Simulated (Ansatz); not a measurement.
## Is this Al₃B₂Sb structure a true minimum?

The cell was found from a structure generator's guess, not taken from experiment.

All numbers below come from DFT PBE, scalar-relativistic, plane waves, PAW in Ansatz 0.2.0. Plane waves to 420 eV, a k mesh through Γ of 12×12×12 on the computed 6-atom cell and Gaussian smearing (0.10 eV); no spin polarisation.

The cell below (6 atoms, space group P6/mmm (No. 191)) is relaxed within its symmetry.

```yaml
crystal:
  lattice:
    - [5.60204, 0.00000, 0.00000]
    - [-2.80102, 4.85151, 0.00000]
    - [0.00000, 0.00000, 3.23395]
  atoms:
    - { symbol: Al, position: [0.00000, 0.50000, 0.00000] }
    - { symbol: Al, position: [0.50000, 0.00000, 0.00000] }
    - { symbol: Al, position: [0.50000, 0.50000, 0.00000] }
    - { symbol: B, position: [0.33333, 0.66667, 0.50000] }
    - { symbol: B, position: [0.66667, 0.33333, 0.50000] }
    - { symbol: Sb, position: [0.00000, 0.00000, 0.50000] }
```

For the test a repeat of it with 12 atoms (edges 3.23, 5.60, 9.70 Å) was strained at random (σ = 1.5 % a component), the atoms were moved at random (σ = 0.15 Å), and all was relaxed again on a coarse 6×4×2 mesh (in the run’s order of axes) with 0.20 eV smearing, with no symmetry imposed.

These runs have no spin–orbit coupling, which can matter for Sb.

Task: What happens?

Result: It doesn't return. The energy falls by 155 meV/atom on that mesh, the volume changes by 5.9 %, and the end has space group Amm2 (No. 38) at a loose tolerance. Relaxed again on a 14×8×8 mesh with 0.10 eV smearing, the new structure lies 139 meV/atom below the first (mesh in the axes of the run's cell; the cell below is made exact in the group named). Space group P-62m (No. 189), hexagonal, a = 6.145 Å, c = 2.796 Å. Al is surrounded by 4 B at 2.27 Å, 2 Al at 2.80 Å, 1 Sb at 2.88 Å, 4 Al at 3.09 Å and 1 Sb at 3.26 Å; around B lie 6 Al at 2.27 Å and 2 B at 2.80 Å; Sb has 2 Sb at 2.80 Å, 3 Al at 2.88 Å and 3 Al at 3.26 Å.

```
Al B Sb
1.0
     6.14500    0.00000    0.00000
    -3.07250    5.32172    0.00000
     0.00000    0.00000    2.79593
Al B Sb
3 2 1
Direct
  0.46915 0.46915 0.00000
  0.53085 0.00000 0.00000
  0.00000 0.53085 0.00000
  0.66667 0.33333 0.50000
  0.33333 0.66667 0.50000
  0.00000 0.00000 0.00000
```
